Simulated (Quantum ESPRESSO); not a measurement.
**Band energies of AlP at -0.7 % isotropic strain**

```
CELL_PARAMETERS angstrom
      0.00000     2.71574     2.71574
      2.71574     0.00000     2.71574
      2.71574     2.71574     0.00000
ATOMIC_POSITIONS crystal
  Al 0.00000 0.00000 0.00000
  P  0.25000 0.25000 0.25000
```

PBEsol (pw.x of Quantum ESPRESSO, ONCV potentials, without SOC); path ΓXWKΓLUWLK,UX; energies in eV from the valence-band maximum.

| k (1/Å) | point | band 1 | band 2 | band 3 | band 4 | band 5 | band 6 | band 7 |
|---|---|---|---|---|---|---|---|---|
| 0.00 | Γ | -11.62 | 0.00 | 0.00 | 0.00 | 3.30 | 4.52 | 4.52 |
| 0.21 |  | -11.50 | -0.68 | -0.28 | -0.28 | 4.01 | 4.16 | 4.97 |
| 0.53 |  | -10.87 | -2.60 | -1.18 | -1.18 | 2.97 | 4.26 | 6.73 |
| 0.84 |  | -9.87 | -4.44 | -1.90 | -1.90 | 1.87 | 2.83 | 8.98 |
| 1.16 | X | -9.20 | -5.40 | -2.16 | -2.16 | 1.40 | 2.36 | 11.10 |
| 1.50 |  | -9.17 | -5.16 | -2.90 | -2.70 | 2.92 | 3.94 | 8.01 |
| 1.74 | W | -9.15 | -4.98 | -3.28 | -2.92 | 4.22 | 5.97 | 6.05 |
| 1.87 |  | -9.18 | -5.01 | -3.38 | -2.62 | 3.69 | 5.30 | 6.80 |
| 2.14 | K | -9.23 | -5.10 | -3.54 | -1.78 | 2.30 | 5.05 | 8.45 |
| 2.25 |  | -9.33 | -5.00 | -3.66 | -1.58 | 2.60 | 6.07 | 7.76 |
| 2.55 |  | -10.02 | -4.41 | -2.92 | -0.86 | 3.69 | 6.04 | 6.17 |
| 2.86 |  | -10.92 | -2.89 | -1.52 | -0.26 | 4.34 | 4.89 | 5.19 |
| 3.17 |  | -11.50 | -0.82 | -0.29 | -0.03 | 3.82 | 4.51 | 4.63 |
| 3.37 | Γ | -11.62 | 0.00 | 0.00 | 0.00 | 3.30 | 4.52 | 4.52 |
| 3.47 |  | -11.59 | -0.26 | -0.03 | -0.03 | 3.48 | 4.55 | 4.57 |
| 3.77 |  | -11.18 | -2.45 | -0.33 | -0.33 | 3.48 | 5.05 | 5.05 |
| 3.97 |  | -10.68 | -3.98 | -0.56 | -0.56 | 3.12 | 5.05 | 5.05 |
| 4.27 |  | -9.96 | -5.53 | -0.76 | -0.76 | 2.80 | 4.77 | 4.77 |
| 4.37 | L | -9.89 | -5.65 | -0.78 | -0.78 | 2.78 | 4.74 | 4.74 |
| 4.58 |  | -9.80 | -5.55 | -1.50 | -0.95 | 3.33 | 4.56 | 5.17 |
| 4.88 |  | -9.43 | -5.14 | -3.25 | -1.49 | 2.76 | 6.05 | 7.05 |
| 5.08 | U | -9.23 | -5.10 | -3.54 | -1.78 | 2.30 | 5.05 | 8.45 |
| 5.18 |  | -9.22 | -5.08 | -3.52 | -1.95 | 2.56 | 5.08 | 7.91 |
| 5.49 | W | -9.15 | -4.98 | -3.28 | -2.92 | 4.22 | 5.97 | 6.05 |
| 5.80 |  | -9.42 | -5.12 | -3.12 | -1.92 | 3.92 | 4.79 | 7.05 |
| 6.10 |  | -9.80 | -5.55 | -1.50 | -0.97 | 3.40 | 4.43 | 5.25 |
| 6.31 | L | -9.89 | -5.65 | -0.78 | -0.78 | 2.78 | 4.74 | 4.74 |
| 6.40 |  | -9.87 | -5.63 | -0.94 | -0.81 | 2.93 | 4.67 | 4.83 |
| 6.66 |  | -9.64 | -5.36 | -2.44 | -1.21 | 3.22 | 5.26 | 5.98 |
| 6.93 |  | -9.29 | -5.06 | -3.56 | -1.67 | 2.47 | 5.59 | 7.92 |
| 7.02 | K | -9.23 | -5.10 | -3.54 | -1.78 | 2.30 | 5.05 | 8.45 |
| 7.02 | U | -9.23 | -5.10 | -3.54 | -1.78 | 2.30 | 5.05 | 8.45 |
| 7.12 |  | -9.20 | -5.21 | -3.21 | -1.94 | 2.04 | 4.01 | 9.19 |
| 7.43 | X | -9.20 | -5.40 | -2.16 | -2.16 | 1.40 | 2.36 | 11.10 |

The PBEsol gap is indirect, 1.40 eV, from Γ to X; the smallest direct gap is 3.30 eV.

Geometry strained from the cell relaxed with PBEsol, atoms relaxed again.
